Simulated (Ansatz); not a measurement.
Input:

Starting cell, W3N4 (space group Pm-3m):

```
W3N4
1.0
    4.21545     0.00000     0.00000
    0.00000     4.21545     0.00000
    0.00000     0.00000     4.21545
N W
4 3
Direct
  0.50000   0.50000   0.50000
  0.50000   0.00000   0.00000
  0.00000   0.50000   0.00000
  0.00000   0.00000   0.50000
  0.50000   0.50000   0.00000
  0.00000   0.50000   0.50000
  0.50000   0.00000   0.50000
```

The atoms are displaced by Q × the pattern below (from a DFPT mode at Γ, largest move 1; Q in Å), at fixed cell. It is one choice among 3 degenerate patterns.

```tsv
atom	x	y	z
N1	0.000	0.000	-1.000
N2	0.000	0.000	0.413
N3	0.000	0.000	0.413
N4	0.000	0.000	0.112
W5	0.000	0.000	-0.355
W6	0.000	0.000	0.180
W7	0.000	0.000	0.180
```

These are PBE (plane waves to 420 eV, PAW, scalar-relativistic; Ansatz, a first-principles code) values and carry that method's errors. k mesh 11×11×11 (Γ-centred), Fermi-Dirac smearing 0.05 eV. The energy includes the smearing's −TS. With partly filled bands, energies and forces of such displacements shift with the k mesh and the smearing. Spin-orbit coupling is left out, though W is heavy. W3N4 is run without spin polarisation. W3N4 was relaxed with its symmetry unable to fall. ΔE is measured from the undisplaced structure.

The scan covers Q from -0.440 to 0.440 Å in 13 points.

Q: Is this a single well or a double well?

A: A double well: the undisplaced structure is a maximum between two minima.

Q: Is the energy the same for equal positive and negative displacements?

A: Even: the same for both signs.

Q: Which space group does the distorted structure have?

A: P4mm (No. 99), lowered from Pm-3m.

Q: By a smooth curve, how deep is the well, measured from the undisplaced structure?

A: 205 meV/cell, cell held fixed.

Q: By a smooth curve through the points, how far does the most displaced atom move to reach the deepest minimum?

A: 0.24 Å from zero.

(A displaced cell: forces are minus the slopes of the energy, force constants its curvatures, and phonons follow from these.)
